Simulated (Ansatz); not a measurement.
TaN:
```cif
data_NTa
_chemical_formula_sum 'Ta1 N1'
_space_group_name_H-M_alt 'P-6m2'
_space_group_IT_number 187
_space_group_name_Hall 'P -6 2'
_cell_length_a 2.90657
_cell_length_b 2.90657
_cell_length_c 2.85151
_cell_angle_alpha 90.000
_cell_angle_beta 90.000
_cell_angle_gamma 120.000
loop_
_atom_site_label
_atom_site_type_symbol
_atom_site_symmetry_multiplicity
_atom_site_Wyckoff_symbol
_atom_site_fract_x
_atom_site_fract_y
_atom_site_fract_z
_atom_site_occupancy
Ta1 Ta 1 b 0.00000 0.00000 0.50000 1
N1 N 1 e 0.66667 0.33333 0.00000 1
```

This is the LDA-relaxed structure.

All from LDA (plane waves, PAW; program Ansatz), unless another level is named. Give the Hill bulk and shear moduli.

381 and 265 GPa.

Give the highest zone-centre frequency.

569 cm⁻¹.

The first step of the workflow began from a Materials Project structure, measured or hypothetical; the Crystallography Open Database files this formula in space group No. 187, but the cells were not matched. It is not the phase usual at ambient conditions (space group No. 189). The cell was relaxed with LDA under the symmetry of its start; its stability against distortions is not shown here. No spin polarisation was allowed. A small band overlap can be real or an error of a semilocal functional. As this level gives no gap, shear constants depend on the k-mesh and smearing (Fermi–Dirac, 0.1 eV here). As this level gives no gap, phonon frequencies hold no LO–TO term and depend on the k-mesh and smearing (Fermi–Dirac, 0.1 eV here). Scalar-relativistic: spin–orbit coupling is off unless named, which matters more the heavier the elements.

Potentials: the earlier of the program's two PAW sets. The files were generated under PBE; for other functionals the program regenerates the frozen cores, and for LDA and PBEsol the local potential too.
